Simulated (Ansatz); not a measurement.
**Slab of fcc Au (100), 6 layers**

The slab is cut from the fcc crystal, the stable phase, as relaxed on PAW files (17.97 Å³/atom), with 16 Å of vacuum and a dipole correction:

```
CELL_PARAMETERS angstrom
2.94010 0.00000 0.00000
0.00000 2.94010 0.00000
0.00000 0.00000 26.39480
ATOMIC_POSITIONS crystal
Au 0.25000 0.25000 0.30309
Au 0.75000 0.75000 0.38185
Au 0.25000 0.25000 0.46062
Au 0.75000 0.75000 0.53938
Au 0.25000 0.25000 0.61815
Au 0.75000 0.75000 0.69691
```

Level of theory: DFT with PBE, scalar-relativistic, in Ansatz 0.2.0; a Γ-centred 12×12×1 k mesh, Fermi–Dirac smearing of 0.05 eV, no spin polarisation. LAPW: all electrons, basis error target 1 meV/atom; PAW: frozen-core files, cutoff 420 eV.

The bulk energy comes from a cell in the slab's orientation on a 12×12×9 mesh. The surface energy is (E(slab) − N·E(bulk))/2A at zero smearing, the mean of both faces; thin slabs carry quantum-size effects.

Spin–orbit coupling is left out, which matters for the heavy atoms.

Question: As cut, the LAPW slab lies 0.934 eV above 6 atoms of bulk. What surface energy is that?

Answer: Over two faces of 8.64 Å² it is 54.0 meV/Å², and times 16.02 J/m² per eV/Å² that gives γ = 0.866 J/m².

| method | γ as cut (J/m²) | γ relaxed (J/m²) | Φ as cut (eV) | Φ relaxed (eV) |
| --- | --- | --- | --- | --- |
| LAPW | 0.866 | 0.863 | 5.05 | 5.04 |

Question: How do the spacings between the planes relax?

Answer: From the bottom face up: d12 -1.5 % of 2.079 Å, d23 -0.1 % of 2.079 Å, d34 -0.3 % of 2.079 Å, d45 -0.1 % of 2.079 Å, d56 -1.5 % of 2.079 Å.

Question: What changes if relativity is switched off, at the same positions?

Answer: LAPW then gives: no gap, work function 4.09 eV.

Question: A 4f core hole is made on one atom of each kind in every 1×1 cell (PAW hole dataset, neutral cell, valence without spin). What does it cost by layer?

Answer: layer 1 84.48 eV, layer 2 84.82 eV, layer 3 84.86 eV. Shifts between layers mean more than the absolute values, and a whole layer of holes screens otherwise than one hole.
